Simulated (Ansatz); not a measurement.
Zr:
```
Zr
1.0
    3.14264     0.00000     0.00000
   -1.57132     2.72160     0.00000
    0.00000     0.00000     5.09168
Zr
2
Direct
  0.33333   0.66667   0.75000
  0.66667   0.33333   0.25000
```

Relaxed with LDA. Special points in fractions of this cell's reciprocal vectors: Γ (0.000, 0.000, 0.000); M (0.500, 0.000, 0.000); K (0.333, 0.333, 0.000); A (0.000, 0.000, 0.500); L (0.500, 0.000, 0.500); H (0.333, 0.333, 0.500).

Problem. List the band energies nearest the Fermi level at these points for LDA in the plane-wave PAW code Ansatz.

Solution. In eV from the Fermi level; about four levels below and three above (degenerate sets whole), none deeper than 8.9 eV; points with the same levels are listed once.

```json
[
 {"k": "Γ", "below": "-5.77 -3.24", "above": "0.85 0.86 0.86"},
 {"k": "M", "below": "-2.83 -2.62 -2.38", "above": "0.04 0.58 0.74"},
 {"k": "K", "below": "-2.33 -1.32 -1.32 -1.10", "above": "0.21 0.21 1.84"},
 {"k": "A", "below": "-4.01 -4.01 -0.05 -0.05", "above": "0.79 0.79 0.79 0.79"},
 {"k": "L", "below": "-3.09 -3.09 -1.26 -1.26", "above": "1.94 1.94 2.37 2.37"},
 {"k": "H", "below": "-1.60 -1.60 -1.34 -1.34", "above": "0.06 0.06 2.06 2.06"}
]
```

Space group P6_3/mmc (hcp (Mg type)). Symmetry was held in the LDA relaxation. The run is not spin-polarised. Spin–orbit coupling is left out wherever it is not named.

Potentials: the later of the program's two PAW sets.
